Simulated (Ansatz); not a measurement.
# Relaxing a structure of CdSe

The start is a generated trial cell of CdSe in the 6H structure type. The cell and all atomic positions are relaxed at zero pressure with PBE (plane waves to 420 eV, PAW, scalar-relativistic; Ansatz, a quantum-chemistry and plane-wave program). The first steps use a coarse 5×5×1 k-mesh.

The start:
```
CELL_PARAMETERS angstrom
      4.36416     0.00000     0.00000
     -2.18208     3.77947     0.00000
      0.00000     0.00000    21.41473
ATOMIC_POSITIONS crystal
  Cd 0.00000 0.00000 0.00000
  Cd 0.00000 0.00000 0.50000
  Cd 0.66667 0.33333 0.83325
  Cd 0.33333 0.66667 0.33325
  Cd 0.66667 0.33333 0.16650
  Cd 0.33333 0.66667 0.66650
  Se 0.00000 0.00000 0.87460
  Se 0.00000 0.00000 0.37460
  Se 0.66667 0.33333 0.70785
  Se 0.33333 0.66667 0.20785
  Se 0.66667 0.33333 0.04150
  Se 0.33333 0.66667 0.54150
```

```json
{
  "Shortest distances (start → end)": "The closest pairs of elements (up to four, under 3.6 Å), start → end: Cd–Se 2.67 → 2.68 Å",
  "band_gap_at_the_end": "0.51 eV, direct at Γ (no spin-orbit coupling)",
  "optimiser_moves": "3"
}
```

Relaxed structure:

Space group P6₃mc (No. 186); a = b = 4.381 Å, c = 21.462 Å, α = β = 90.00°, γ = 120.00°

| atom | site | symmetry | x | y | z |
|---|---|---|---|---|---|
| Cd | 2a | 3m. | 0.0000 | 0.0000 | 0.4998 |
| Cd | 2b | 3m. | 0.3333 | 0.6667 | 0.3332 |
| Cd | 2b | 3m. | 0.6667 | 0.3333 | 0.1665 |
| Se | 2a | 3m. | 0.0000 | 0.0000 | 0.3746 |
| Se | 2b | 3m. | 0.3333 | 0.6667 | 0.2081 |
| Se | 2b | 3m. | 0.6667 | 0.3333 | 0.0415 |

Final values are on a 7×7×2 k-mesh of the relaxed cell. No spin polarisation in the result.

The run could not lose the symmetry of its start; a randomly shaken copy of 12 atoms returns to this structure.

The first start was generated by placing the elements on the sites of a structure type. A measured structure of CdSe has the same space group, P6₃mc (No. 186); the sites were not compared with it.
